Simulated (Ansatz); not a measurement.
NaI:
```cif
data_INa
_chemical_formula_sum 'Na1 I1'
_space_group_name_H-M_alt 'P 1'
_space_group_IT_number 1
_cell_length_a 4.56822
_cell_length_b 4.56822
_cell_length_c 4.56822
_cell_angle_alpha 60.000
_cell_angle_beta 60.000
_cell_angle_gamma 60.000
loop_
_space_group_symop_operation_xyz
  'x, y, z'
loop_
_atom_site_label
_atom_site_type_symbol
_atom_site_fract_x
_atom_site_fract_y
_atom_site_fract_z
_atom_site_occupancy
Na1 Na 0.00000 0.00000 0.00000 1
I1 I 0.50000 0.50000 0.50000 1
```

Relaxed with r²SCAN. The program Ansatz at the r²SCAN level (PAW) gives a gap of 4.45 eV.

### Question
What gap does HSE06 give on the same cell (Ansatz, PAW)?

### Answer
4.69 eV, 0.24 eV more. The hybrid was solved on a coarser mesh and at special points; its gap is the smallest among all of these.

```csv
k,v1 r²SCAN,c1 r²SCAN,v1 HSE06,c1 HSE06
Γ,0.00,4.45,0.00,4.69
X,-0.77,5.22,___,___
L,-0.30,5.70,___,___
W,-0.94,6.58,___,___
K,-0.62,5.90,___,___
```

### Question
Top valence (v1) and lowest conduction level (c1) in eV from each method's valence maximum (which need not be a listed point): supply the withheld HSE06 values.

### Answer

- K, v1 HSE06: -0.65
- K, c1 HSE06: 6.25
- L, v1 HSE06: -0.31
- L, c1 HSE06: 6.07
- W, v1 HSE06: -0.99
- W, c1 HSE06: 6.93
- X, v1 HSE06: -0.81
- X, c1 HSE06: 5.54

Cost on shared cores: the r²SCAN run (SCF on a 8×8×8 mesh, then bands and DOS) about 16 core-seconds (a rough figure), the HSE06 run (SCF on 6×6×6, then a few points) around 2.2 core-minutes (rough); the tasks are unlike.

Space group Fm-3m (rock salt). The cell was relaxed with r²SCAN under the symmetry of its start. Scalar-relativistic: spin–orbit coupling is off unless named, which matters more the heavier the elements.

Potentials: the later of the program's two PAW sets.
